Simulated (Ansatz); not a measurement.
# Find the missing element

Cell vectors (Å):

```
3.4854 0.0000 0.0000
0.0000 3.4854 0.0000
0.0000 0.0000 3.4854
```

| atom | a | b | c |
| --- | --- | --- | --- |
| Sc | 0.5000 | 0.5000 | 0.5000 |
| X | 0.0000 | 0.0000 | 0.0000 |

All numbers below come from PBEsol, PAW on Ansatz 0.2.0's default frozen-core files (fitted under PBE), scalar-relativistic. k mesh 12×12×12, strains of ±0.003, Fermi-Dirac smearing of 0.100 eV.

Elastic constants of a crystal by Kohn-Sham DFT: slopes of the stress over finite engineering strains of the given cell, Voigt indices, Cartesian axes as in the cell vectors.

| index | elastic (GPa) |
| --- | --- |
| 11 | 94.3 |
| 12 | 65.8 |
| 44 | 63.1 |

Task: All X atoms are one element. Which one was computed?

Result: Cd; the crystal is ScCd (Pm-3m, a database entry that needn't be its stable phase).

Caveats: frozen-core PAW files fitted under PBE, their cores solved anew for the functional of the run; responses of metals move with mesh and smearing.
